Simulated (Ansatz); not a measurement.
Crystals of one structure type (zinc blende) and one family of elements, relaxed and computed with LDA (plane waves, PAW; program Ansatz).

```json
[
 {"crystal": "BN", "V (Å³/atom)": "5.73", "K_Hill (GPa)": "401"},
 {"crystal": "AlN", "V (Å³/atom)": "10.23", "K_Hill (GPa)": "210"},
 {"crystal": "GaN", "V (Å³/atom)": "11.05", "K_Hill (GPa)": "?"},
 {"crystal": "BP", "V (Å³/atom)": "11.32", "K_Hill (GPa)": "176"},
 {"crystal": "GaAs", "V (Å³/atom)": "21.98", "K_Hill (GPa)": "74.5"},
 {"crystal": "AlAs", "V (Å³/atom)": "22.29", "K_Hill (GPa)": "75.5"},
 {"crystal": "InP", "V (Å³/atom)": "24.72", "K_Hill (GPa)": "71.3"}
]
```

Question: Fit a straight line to ln K against ln V and predict the withheld value.

Answer: Least squares on the 6 shown rows: ln K = -1.23 × ln V + (8.162), with a scatter of 3.7 %. For GaN this gives 183. The run itself gave 202, a miss of 9.4 % of that, well beyond the scatter: the line misses something about this case.

All cells were relaxed under the symmetry of their starts (and spin orders); stability against distortions was not tested throughout. Scalar-relativistic: spin–orbit coupling is off unless named, which matters more the heavier the elements.

Potentials: the earlier of the program's two PAW sets. The files were generated under PBE; for other functionals the program regenerates the frozen cores, and for LDA and PBEsol the local potential too.
